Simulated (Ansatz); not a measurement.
Data sheet: Co3C (DFT)

Co₃C:
```xyz
4
Lattice="0.0000 2.6683 2.6683 2.6683 0.0000 2.6683 2.6683 2.6683 0.0000" Properties=species:S:1:pos:R:3 pbc="T T T"
C      0.0000     0.0000     0.0000
Co     2.6683     2.6683     2.6683
Co     1.3341     1.3341     1.3341
Co     4.0024     4.0024     4.0024
```
The run is spin-polarised; directions of the spins, atom by atom: 0 ↑ ↑ ↑.

Space group Fm-3m (No. 225); conventional cell a = 5.337 Å, b = 5.337 Å, c = 5.337 Å, α = 90.00°, β = 90.00°, γ = 90.00°.

Method: DFT-PBE in the program Ansatz with PAW potentials. Geometry: relaxed at this level of theory. Other levels are named where they apply.

Cell and energy:

```json
{
  "volume_per_atom": "9.50 Å³",
  "density": "8.25 g/cm³",
  "Formation energy from the elements (no fitted shifts)": "0.93 eV/atom"
}
```

Electronic structure:

```json
{
 "electronic_character": "metallic (no gap)",
 "Density of states at the Fermi level": "0.93 states/eV per atom (mean over ±0.08 eV)"
}
```

Magnetism:

```json
{
  "magnetic_order": "ferromagnetic",
  "net_moment": "1.10 μB per atom"
}
```

Mechanics:

```json
{
  "Bulk modulus (Birch–Murnaghan fit)": "207 GPa",
  "Pressure derivative B′": "5.0"
}
```

The cell is a constructed one: a structure type filled with these elements; neither database checked (COD, Materials Project) lists it. Whether it is the stable phase at ambient conditions was not checked. Symmetry was held in the PBE relaxation; its stability against distortions is not shown here. Spin order of the final state: ferromagnetic, the only order run, not a proven ground state. The references are the lowest solids computed at this level, not always the standard phases.

Potentials: the earlier of the program's two PAW sets.
